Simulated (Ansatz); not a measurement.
# SnSe: 119Sn Mössbauer parameters

Cell: an entry of the Crystallography Open Database (COD) whose atoms were relaxed with PBE, the cell held.

Space group Pnma (No. 62); a = 11.4200, b = 4.1900, c = 4.4600 Å.

| site | Wyckoff | site symmetry | x | y | z |
| --- | --- | --- | --- | --- | --- |
| Sn | 4c | .m. | 0.1178 | 0.2500 | 0.1028 |
| Se | 4c | .m. | 0.3579 | 0.2500 | 0.0207 |

One atom of each set is listed.

All values are calculated (Ansatz; DFT, r2SCAN, plane waves and PAW, scalar-relativistic, 500 eV cutoff, Γ-centred 3×7×6 k-points, Fermi–Dirac smearing 0.02 eV), not measured.

Isomer shifts (against SnO₂) follow from the electron density at the nucleus, δ = α(ρ − ρ₀), with α = 0.093 mm s⁻¹ a₀³ and ρ₀ = 183072.84 a₀⁻³ from a line fitted to 8 measured compounds at this level of theory (rms miss 0.14 mm/s). ΔE_Q = ½eQV_zz(1 + η²/3)^½ with Q = -0.132 b for the 23.9 keV state.

Question: What would the 119Sn spectrum's parameters be?

Answer: 

```json
{"site": "Sn", "atoms": "4", "first shell": "3 Se at 2.77–2.82 Å; also 2 Se at 3.35 Å", "ρ − ρ₀ (a₀⁻³)": "36.2", "δ (mm/s)": "3.36", "ΔE_Q (mm/s)": "0.89", "η": "0.23"}
```

The shift of Sn is typical of Sn(II), and the large splitting points to a stereochemically active lone pair.

Without spin–orbit coupling (the program notes it for Sn) the gradients can shift somewhat, as the gap is small. With these PAW files V_zz is typically within 2 to 3 % of all-electron values, but misses above 10 % occur on Sn. Shifts outside the range of the fitted compounds (-0.5 to 3.2 mm/s for Sn) are extrapolations.

Hardware: 1 thread of Arm Neoverse V1 (aarch64; 8 cores open to the job, memory cap 3.0 GiB, no GPU), a shared host with a load of 0.7 a core. Wall time 1.8 min, CPU time 1.8 min, peak memory 1.1 GiB.
